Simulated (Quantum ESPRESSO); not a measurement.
**Band energies of CsCaBr3**

```
CELL_PARAMETERS angstrom
      5.70867     0.00000     0.00000
      0.00000     5.70867     0.00000
      0.00000     0.00000     5.70867
ATOMIC_POSITIONS crystal
  Ca 0.50000 0.50000 0.50000
  Br 0.50000 0.00000 0.50000
  Br 0.00000 0.50000 0.50000
  Br 0.50000 0.50000 0.00000
  Cs 0.00000 0.00000 0.00000
```

PBEsol (Quantum ESPRESSO, PseudoDojo norm-conserving, 68 Ry, scalar-relativistic); path ΓXMΓRX,MR; energies in eV from the valence-band maximum.

| k (1/Å) | point | band 16 | band 17 | band 18 | band 19 | band 20 | band 21 | band 22 | band 23 |
|---|---|---|---|---|---|---|---|---|---|
| 0.00 | Γ | -0.57 | -0.57 | -0.25 | -0.25 | -0.25 | 4.30 | 4.64 | 4.64 |
| 0.28 |  | -0.70 | -0.70 | -0.66 | -0.35 | -0.35 | 4.73 | 4.99 | 5.15 |
| 0.55 | X | -0.86 | -0.86 | -0.74 | -0.42 | -0.42 | 4.83 | 5.68 | 5.80 |
| 0.73 |  | -0.89 | -0.88 | -0.54 | -0.53 | -0.43 | 5.05 | 5.81 | 5.83 |
| 0.92 |  | -0.94 | -0.82 | -0.78 | -0.72 | -0.13 | 5.54 | 5.82 | 5.90 |
| 1.10 | M | -0.97 | -0.97 | -0.79 | -0.79 | -0.02 | 5.83 | 5.83 | 5.91 |
| 1.30 |  | -0.91 | -0.81 | -0.78 | -0.72 | -0.13 | 5.64 | 5.65 | 5.88 |
| 1.49 |  | -0.78 | -0.76 | -0.58 | -0.51 | -0.32 | 5.20 | 5.23 | 5.35 |
| 1.68 |  | -0.64 | -0.55 | -0.52 | -0.32 | -0.31 | 4.68 | 4.80 | 4.81 |
| 1.88 | Γ | -0.57 | -0.57 | -0.25 | -0.25 | -0.25 | 4.30 | 4.64 | 4.64 |
| 2.04 |  | -0.65 | -0.54 | -0.46 | -0.29 | -0.29 | 4.56 | 4.78 | 4.78 |
| 2.20 |  | -0.87 | -0.87 | -0.44 | -0.35 | -0.35 | 4.97 | 5.09 | 5.09 |
| 2.36 |  | -1.11 | -1.11 | -0.35 | -0.35 | -0.30 | 5.31 | 5.48 | 5.48 |
| 2.51 |  | -1.31 | -1.31 | -0.24 | -0.24 | -0.16 | 5.57 | 5.84 | 5.84 |
| 2.67 |  | -1.39 | -1.39 | -0.08 | -0.08 | -0.04 | 5.76 | 5.95 | 5.95 |
| 2.83 | R | -1.39 | -1.39 | 0.00 | 0.00 | 0.00 | 5.85 | 5.85 | 5.85 |
| 2.99 |  | -1.39 | -1.39 | -0.09 | -0.07 | -0.03 | 5.80 | 5.87 | 6.03 |
| 3.14 |  | -1.40 | -1.24 | -0.28 | -0.24 | -0.13 | 5.60 | 5.85 | 6.18 |
| 3.30 |  | -1.26 | -0.93 | -0.46 | -0.40 | -0.31 | 5.29 | 5.80 | 5.96 |
| 3.45 |  | -1.06 | -0.69 | -0.58 | -0.53 | -0.43 | 4.98 | 5.79 | 5.84 |
| 3.61 | X | -0.86 | -0.86 | -0.74 | -0.42 | -0.42 | 4.83 | 5.68 | 5.80 |
| 3.61 | M | -0.97 | -0.97 | -0.79 | -0.79 | -0.02 | 5.83 | 5.83 | 5.91 |
| 3.79 |  | -1.23 | -1.23 | -0.47 | -0.47 | -0.01 | 5.86 | 5.86 | 6.08 |
| 3.98 |  | -1.39 | -1.38 | -0.13 | -0.13 | 0.00 | 5.89 | 5.89 | 5.97 |
| 4.16 | R | -1.39 | -1.39 | 0.00 | 0.00 | 0.00 | 5.85 | 5.85 | 5.85 |

The PBEsol gap is indirect, 4.30 eV, from R to Γ; the smallest direct gap is 4.55 eV. Another valence extremum on the path lies within 0.02 eV, too close to call.

Spin-orbit splittings are left out. The cell is held in this high symmetry; tilts and polar distortions were not searched.

Geometry of the Materials Project entry, not relaxed at this level.

The structure is a Materials Project entry; no match was found in the copy of COD used, and its stability was not checked.
